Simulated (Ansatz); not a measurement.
Bond compression in HfH2

```xyz
3
Lattice="-1.7307 1.7307 2.1448 1.7307 -1.7307 2.1448 1.7307 1.7307 -2.1448" Properties=species:S:1:pos:R:3 pbc="T T T"
Hf    0.0000    0.0000    0.0000
H     1.7307    0.0000    1.0724
H     0.0000    1.7307    1.0724
```

The cell is Materials Project entry mp-27731, used as a structure alone.

Its shortest bond, of 2.036 Å between atom 1 (Hf) and the nearest image of atom 2 (H), is scaled by moving both atoms along it, with the cell held and the other atoms too. The force apart is half the difference of the two atoms' forces along the bond; it holds the pull and push of their other neighbours too.

Level of theory: DFT with LDA, scalar-relativistic, in Ansatz 0.2.0; a Γ-centred 11×11×11 k mesh, Fermi–Dirac smearing of 0.05 eV, no spin polarisation. LAPW: all electrons, basis error target 1 meV/atom; PAW: frozen-core files, cutoff 420 eV; PAW (partial waves polarizable): frozen-core files, cutoff 420 eV.

Energies are extrapolated to zero smearing and count from the unscaled cell; pressure is positive in compression; gaps take the mesh and a band path. No temperature or zero-point motion is included.

Spin–orbit coupling is left out, which matters for the heavy atoms. The PAW files were made under PBE.

| bond (Å) | force apart (eV/Å) | P LAPW (GPa) | ΔE LAPW (eV/atom) | P PAW − LAPW (GPa) | ΔE PAW − LAPW (meV/atom) | force PAW − LAPW (eV/Å) |
| --- | --- | --- | --- | --- | --- | --- |
| 2.036 | 0.00 | -4.89 | 0.000 | -0.03 | 0.0 | 0.000 |
| 1.832 | 1.59 | ? | 0.048 | -0.04 | -0.2 | -0.002 |
| 1.731 | ? | -0.21 | 0.123 | -0.04 | -0.2 | -0.001 |
| 1.262 | 19.69 | 38.6 | 1.568 | -0.13 | -2.0 | -0.046 |

Task: Give the missing entry: row "1.832", column "P LAPW (GPa)".

Result: -2.98.

Task: What belongs in the row "1.731", column "force apart (eV/Å)"?

Result: 2.92.

Task: At the last bond length, how far does PAW (partial waves polarizable) lie from LAPW in pressure and in the largest force component?

Result: PAW (partial waves polarizable): -0.24 GPa, 0.071 eV/Å, on a LAPW pressure of 38.6 GPa.

Task: How do the Löwdin populations by LAPW change from the unscaled cell to the last row, on the two atoms of the bond?

Result: Hf1 5s 1.96 → 1.93, Hf1 6s 0.44 → 0.48, Hf1 5p 5.99 → 5.95, Hf1 5d 3.37 → 3.50, H2 1s 1.10 → 1.00 electrons an atom. These are projections on the shells that the free atoms fill; 0.05 e a cell lies outside them at the start and 0.06 e at the end.
